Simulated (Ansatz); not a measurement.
Consider the following.

Sb (A7 type, space group R-3m)

```
Sb
1.0
    2.16065     1.24745     3.67987
   -2.16065     1.24745     3.67987
    0.00000    -2.49490     3.67987
Sb
2
Cartesian
  0.00000   0.00000   2.60955
  0.00000   0.00000   8.43006
```

The volume is varied about the relaxed value V₀ at fixed cell shape. The atoms relax within the cell's symmetry.

Method: PBE-D3(BJ) (plane waves to 420 eV, PAW, scalar-relativistic; Ansatz, a first-principles code). k mesh 13×13×13 (Γ-centred), Fermi-Dirac smearing 0.05 eV. Energies are smeared free energies. Stress and pressure are positive under compression. With the shape held, the modulus is that of even scaling; a crystal free to change shape is softer. Sb was relaxed with its symmetry unable to fall. Spin-orbit coupling is left out, though Sb is heavy. ΔE is measured from the relaxed starting cell.

The scan covers V/V₀ from 0.840 to 1.160 in 9 points.

Question: What is the fitted pressure derivative B₀′?

Answer: 3.9.

Question: What bulk modulus at fixed cell shape B₀ follows from a third-order Birch-Murnaghan fit?

Answer: 45.0 GPa.

(A scan under strain: stresses follow from slopes of the energy per volume, elastic moduli from its curvatures.)
